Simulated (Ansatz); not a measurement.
WO₃:
```xyz
8
Lattice="5.3146 0.0000 0.0000 0.0000 5.3146 0.0000 0.0000 0.0000 3.9348" Properties=species:S:1:pos:R:3 pbc="T T T"
W      2.6573     0.0000     3.6799
W      0.0000     2.6573     0.2549
O      2.6573     0.0000     1.9264
O      0.0000     2.6573     2.0084
O      1.3286     1.3286     0.0000
O      1.3286     3.9859     0.0000
O      3.9859     3.9859     0.0000
O      3.9859     1.3286     0.0000
```

Relaxed with PBEsol. Special points in fractions of this cell's reciprocal vectors: Γ (0.000, 0.000, 0.000); X (0.000, 0.500, 0.000); M (0.500, 0.500, 0.000); Z (0.000, 0.000, 0.500); R (0.000, 0.500, 0.500); A (0.500, 0.500, 0.500).

### Question
List the band energies nearest the valence-band maximum at these points for DFT-PBEsol with spin–orbit coupling in the program Ansatz with PAW potentials.

### Answer
In eV from the valence-band maximum; about four levels below and three above (degenerate sets whole), none deeper than 8.9 eV; points with the same levels are listed once.

```json
[
 {"k": "Γ", "below": "-1.11 -1.11 -0.01 -0.01", "above": "0.52 0.52 1.30 1.30"},
 {"k": "X", "below": "-0.81 -0.81 -0.81 -0.81", "above": "2.99 2.99 2.99 2.99"},
 {"k": "M", "below": "-1.40 -1.40 -1.40 -1.40", "above": "1.59 1.59 1.59 1.59"},
 {"k": "Z", "below": "-0.28 -0.28 0.00 0.00", "above": "0.58 0.58 3.72 3.72"},
 {"k": "R", "below": "-0.62 -0.62 -0.62 -0.62", "above": "3.38 3.38 3.38 3.38"},
 {"k": "A", "below": "-0.32 -0.32 -0.32 -0.32", "above": "3.79 3.79 3.79 3.79"}
]
```

Space group P4/nmm. The first step of the workflow began from a Materials Project structure, measured or hypothetical; the Crystallography Open Database files this formula in space group No. 129, but the cells were not matched. Its standing as an ambient phase is unchecked. The cell was relaxed with PBEsol under the symmetry of its start. At this level the phase is dynamically unstable (imaginary phonons). The run is not spin-polarised. No Hubbard U is applied.

Potentials: the earlier of the program's two PAW sets. The files were generated under PBE; for other functionals the program regenerates the frozen cores, and for LDA and PBEsol the local potential too.
